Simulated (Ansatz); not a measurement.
Al:
```yaml
crystal:
  lattice:
    - [5.21770, 0.00000, 0.00000]
    - [-2.60885, 4.51866, 0.00000]
    - [0.00000, 0.00000, 5.02427]
  atoms:
    - { symbol: Al, position: [0.00000, 0.00000, 0.25363] }
    - { symbol: Al, position: [0.00000, 0.00000, 0.74637] }
    - { symbol: Al, position: [0.33333, 0.66667, 0.50000] }
    - { symbol: Al, position: [0.66667, 0.33333, 0.50000] }
    - { symbol: Al, position: [0.00000, 0.50000, 0.00000] }
    - { symbol: Al, position: [0.50000, 0.00000, 0.00000] }
    - { symbol: Al, position: [0.50000, 0.50000, 0.00000] }
```

Relaxed with PBEsol. Special points in fractions of this cell's reciprocal vectors: Γ (0.000, 0.000, 0.000); M (0.500, 0.000, 0.000); K (0.333, 0.333, 0.000); A (0.000, 0.000, 0.500); L (0.500, 0.000, 0.500); H (0.333, 0.333, 0.500).

Problem. List the band energies nearest the Fermi level at these points for the program Ansatz at the PBEsol level (PAW).

Solution. In eV from the Fermi level; about four levels below and three above (degenerate sets whole), none deeper than 8.9 eV; points with the same levels are listed once.

| k | below | above |
|---|---|---|
| Γ | -3.99 -3.99 -3.51 -3.51 | 0.64 0.98 1.78 1.78 1.78 1.78 |
| M | -3.24 -3.16 -0.48 0.00 | 0.12 0.15 0.65 |
| K | -2.27 -1.94 -1.94 -1.18 | 3.85 3.85 4.01 4.01 |
| A | -1.94 -1.94 -1.92 -1.59 -1.59 | 1.85 1.96 7.27 |
| L | -5.12 -4.55 -3.76 -3.47 | 1.23 1.69 2.06 |
| H | -6.53 -6.53 -6.53 -1.32 -1.32 -0.04 | 0.33 0.60 0.60 |

Space group P6/mmm. The start of the workflow was typed in or built on a structure type; neither database checked (COD, Materials Project) lists it. It is not the phase usual at ambient conditions (space group No. 225). The PBEsol relaxation kept the symmetry of its start. At this level the phase is mechanically unstable.

Potentials: the later of the program's two PAW sets.
